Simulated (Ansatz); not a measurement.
## Which element?

Cell vectors (Å):

```
0.0000 1.9155 1.9155
1.9155 0.0000 1.9155
1.9155 1.9155 0.0000
```

| atom | a | b | c |
| --- | --- | --- | --- |
| X | 0.0000 | 0.0000 | 0.0000 |

Level of theory: PBEsol, PAW on Ansatz 0.2.0's default frozen-core files (fitted under PBE), scalar-relativistic. k mesh 22×22×22, strains of ±0.005, Fermi-Dirac smearing of 0.080 eV.

Elastic constants of a crystal by Kohn-Sham DFT: slopes of the stress over finite engineering strains of the given cell, Voigt indices, Cartesian axes as in the cell vectors.

| index | elastic (GPa) |
| --- | --- |
| 11 | 640.7 |
| 12 | 258.6 |
| 44 | 281.7 |

**Question.** All X atoms are one element. Which one was computed?

**Answer.** Ir; the crystal is Ir (Fm-3m).

Keep in mind: frozen-core PAW files fitted under PBE, their cores solved anew for the functional of the run; responses of metals move with mesh and smearing; no spin-orbit coupling on heavy atoms.
